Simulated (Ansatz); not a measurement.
NiGe:
```cif
data_Ge4Ni4
_chemical_formula_sum 'Ni4 Ge4'
_space_group_name_H-M_alt 'P 1'
_space_group_IT_number 1
_cell_length_a 5.37732
_cell_length_b 3.49723
_cell_length_c 5.84020
_cell_angle_alpha 90.000
_cell_angle_beta 90.000
_cell_angle_gamma 90.000
loop_
_space_group_symop_operation_xyz
  'x, y, z'
loop_
_atom_site_label
_atom_site_type_symbol
_atom_site_fract_x
_atom_site_fract_y
_atom_site_fract_z
_atom_site_occupancy
Ni1 Ni 0.50580 0.25000 0.69091 1
Ni2 Ni 0.49420 0.75000 0.30909 1
Ni3 Ni 0.99420 0.75000 0.19091 1
Ni4 Ni 0.00580 0.25000 0.80909 1
Ge1 Ge 0.69023 0.25000 0.08834 1
Ge2 Ge 0.30977 0.75000 0.91166 1
Ge3 Ge 0.80977 0.75000 0.58834 1
Ge4 Ge 0.19023 0.25000 0.41166 1
```

Relaxed with PBE.

Which orbitals make up the states near the Fermi level in plane-wave PAW PBE (Ansatz code)?

Within 0.5 eV of the Fermi level: Ni 3d 53 %, Ge 4p 32 %, Ge 4s 10 %. Projections are on Löwdin-orthogonalised atomic valence shells; empty p or d shells of many metals are not among them.

Tabulate the density of states.

States/eV per cell of 8 atoms, in 0.25 eV bins, energy from the Fermi level.

```
E (eV)  total  Ni 3d  Ge 4p  Ge 4s
------  -----  -----  -----  -----
-7.85    0.65   0.11   0.04   0.49
-7.60    0.00   0.00   0.00   0.00
-7.35    0.00   0.00   0.00   0.00
-7.10    0.00   0.00   0.00   0.00
-6.85    0.00   0.00   0.00   0.00
-6.60    0.00   0.00   0.00   0.00
-6.35    0.01   0.00   0.01   0.00
-6.10    0.78   0.12   0.50   0.04
-5.85    2.36   0.44   1.46   0.15
-5.60    3.33   0.65   2.00   0.22
-5.35    3.44   0.73   2.07   0.23
-5.10    3.89   1.02   2.24   0.27
-4.85    3.32   1.01   1.73   0.26
-4.60    3.83   1.42   1.80   0.28
-4.35    4.18   1.78   1.82   0.26
-4.10    3.13   1.48   1.27   0.18
-3.85    4.28   2.19   1.66   0.18
-3.60    6.39   3.73   2.18   0.16
-3.35   10.66   7.29   2.83   0.13
-3.10   14.84  11.60   2.59   0.17
-2.85   15.83  12.95   2.38   0.12
-2.60   14.06  11.60   1.98   0.14
-2.35   17.21  14.98   1.67   0.10
-2.10   15.00  13.41   1.20   0.07
-1.85   18.42  17.32   0.68   0.08
-1.60   18.13  16.90   0.77   0.13
-1.35   10.09   8.35   1.19   0.27
-1.10    6.50   4.38   1.58   0.25
-0.85    4.05   2.34   1.32   0.18
-0.60    3.38   2.24   0.84   0.16
-0.35    2.67   1.65   0.72   0.20
-0.10    2.45   1.33   0.78   0.23
0.15     2.83   1.42   0.97   0.31
0.40     2.97   1.35   1.10   0.35
0.65     3.66   1.49   1.50   0.44
0.90     3.33   1.25   1.42   0.42
1.15     3.29   1.13   1.48   0.42
1.40     3.35   1.03   1.63   0.41
1.65     3.29   0.92   1.74   0.36
1.90     2.84   0.72   1.56   0.30
2.15     3.30   0.78   1.78   0.34
2.40     2.80   0.60   1.56   0.27
2.65     2.63   0.51   1.52   0.23
2.90     3.06   0.55   1.81   0.21
3.15     3.42   0.55   2.11   0.22
3.40     3.19   0.46   2.01   0.20
3.65     3.13   0.41   1.99   0.18
3.90     3.38   0.40   2.17   0.17
4.15     3.08   0.34   1.98   0.13
4.40     3.48   0.35   2.29   0.14
4.65     3.01   0.29   2.02   0.09
```

Space group Pnma. Symmetry was held in the PBE relaxation. No spin polarisation was allowed. Spin–orbit coupling is left out wherever it is not named.

Potentials: the later of the program's two PAW sets.
